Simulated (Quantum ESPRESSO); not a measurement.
Ta2Os2Ag2VTi, one composition in several site orders

Computed values, not a measurement. The program is pw.x of Quantum ESPRESSO 7.5 (plane-wave density functional theory). The cell is made up: eight metal atoms on a face-centred cubic lattice, with elements, volume, strain and displacements drawn at random and not relaxed, so it may be unstable or far from any real phase. PseudoDojo standard norm-conserving files set the functional (PBE unless stated); there is no spin polarisation or spin-orbit coupling, the Fermi-Dirac width of 0.25 eV means electrons at about 2900 K, and the masses in the input are unused placeholders. Heavy elements are run without spin-orbit coupling, which real alloys of them have. A spin test at this wide smearing found no moment, but such smearing suppresses magnetism that the real alloy may have.

The runs put one composition on the sites in different orders. Cell, positions, cutoff, mesh and smearing stay as in the input of run 1; sites are counted in its order. Stress in the tables is positive in tension.

Input of run 1:

```
&control calculation='scf', pseudo_dir='./dojo.nc.sr.pbe.v0_5.standard.upf', outdir='./o', disk_io='minimal', tprnfor=.true., tstress=.true. /
&system ibrav=0, nat=8, ntyp=5, nbnd=77, ecutwfc=84.00895049, nosym=.true., tot_charge=0,
 occupations='smearing', smearing='fd', degauss=0.0183746611
/
&electrons conv_thr=1.470e-08, electron_maxstep=70, mixing_beta=0.5 /
ATOMIC_SPECIES
Ag 1.0 Ag.upf
Os 1.0 Os.upf
Ta 1.0 Ta.upf
Ti 1.0 Ti.upf
V 1.0 V.upf
CELL_PARAMETERS angstrom
-4.0167 0.0 0.0
0.0 -4.0167 4.0167
0.0 6.025 2.0083
ATOMIC_POSITIONS angstrom
Ta 0.0128 -0.036 -0.0032
Os 0.0326 2.0867 2.0225
Ag 0.0209 -2.1691 1.9814
V -0.1054 -0.1013 3.9531
Os -1.9364 3.997 1.9052
Ta -1.9207 -0.1412 2.03
Ag -2.144 2.0162 3.9713
Ti -2.0585 -2.0247 4.0553
K_POINTS automatic
6 5 4 1 1 1
```

| run | elements on sites 1 to 8 | free energy less that of run 1 (eV) | -TS (eV) | pressure (GPa) | stress xx (GPa) | stress yy (GPa) | stress zz (GPa) | stress yz (GPa) | stress xz (GPa) | stress xy (GPa) | iterations |
| --- | --- | --- | --- | --- | --- | --- | --- | --- | --- | --- | --- |
| 1 | Ta Os Ag V Os Ta Ag Ti | 0.000 | -1.806 | 1.19 | -0.92 | 0.59 | -3.22 | 0.11 | -1.25 | 1.07 | 21 |
| 2 | V Ta Ag Os Ag Os Ta Ti | -0.023 | -1.707 | 1.89 | -2.93 | -1.73 | -1.00 | -2.16 | 0.26 | 1.89 | 18 |
| 3 | Ti Ag Os Ta Ag Ta V Os | -0.608 | -1.617 | 1.25 | -1.20 | 6.31 | -8.86 | -2.84 | -0.17 | -0.46 | 18 |
| 4 | Ag Ti Os Ta Ta V Os Ag | -0.046 | -1.845 | 3.14 | -3.93 | -1.79 | -3.70 | -0.29 | 1.70 | -0.51 | 21 |
| 5 | Os Ta Ta Ti V Os Ag Ag | -0.114 | -1.686 | 1.05 | -1.68 | 1.42 | -2.89 | -0.31 | -0.16 | 1.22 | 20 |
| 6 | Ti Ta Os Ag Os V Ag Ta | -0.362 | -1.666 | 3.16 | -5.56 | 0.55 | -4.47 | 0.13 | -0.01 | 0.95 | 19 |

Forces Fx Fy Fz (eV/Å):

| site | run 1 | run 2 | run 3 | run 4 | run 5 | run 6 |
| --- | --- | --- | --- | --- | --- | --- |
| 1 | -0.11 -0.84 0.61 | -0.35 -0.77 0.49 | 0.21 1.01 -0.03 | -0.17 0.16 0.53 | -0.47 -1.15 0.73 | -0.23 -1.19 -0.24 |
| 2 | -0.61 -1.52 -1.94 | -0.90 -2.03 -1.42 | -0.39 -1.34 -0.22 | -0.10 -1.44 0.78 | -0.78 -2.52 -1.31 | -0.70 0.10 0.66 |
| 3 | -0.50 1.20 0.38 | -0.66 2.21 0.88 | -0.24 0.78 1.01 | -0.48 1.17 -0.54 | -0.75 2.65 0.54 | -0.74 2.12 0.47 |
| 4 | 0.67 0.60 0.42 | 1.16 0.51 -0.40 | 1.41 -0.57 0.10 | 1.39 0.98 -1.73 | 0.71 1.26 -0.15 | 1.14 1.00 -0.61 |
| 5 | -0.16 0.32 -0.09 | -0.81 0.91 0.64 | -0.86 0.24 0.79 | -1.28 1.17 1.54 | -0.50 1.42 0.49 | -0.93 -0.05 1.48 |
| 6 | -0.86 1.01 -0.42 | -0.55 1.51 -0.20 | -1.34 0.10 -1.08 | -0.59 0.10 0.39 | -0.29 0.50 -0.95 | -0.73 -0.49 -1.10 |
| 7 | 1.46 -0.93 0.08 | 1.81 -2.49 0.31 | 0.82 1.10 0.48 | 1.00 -0.81 -0.39 | 1.70 -1.41 0.56 | 1.68 -1.09 0.29 |
| 8 | 0.12 0.16 0.94 | 0.30 0.16 -0.30 | 0.39 -1.31 -1.05 | 0.22 -1.33 -0.58 | 0.37 -0.75 0.08 | 0.50 -0.39 -0.95 |

The sites are displaced and not relaxed, so the energy differences mix bonding between neighbours with strain and are not ordering energies. A rerun of one cell of this series at a higher cutoff and on a denser mesh moved values by no more than 0.004 eV in energy, 0.05 GPa in stress and 0.004 eV/Å in force, and a second program with other atomic files agreed on that cell to 2 % rms in force and 0.5 GPa in pressure.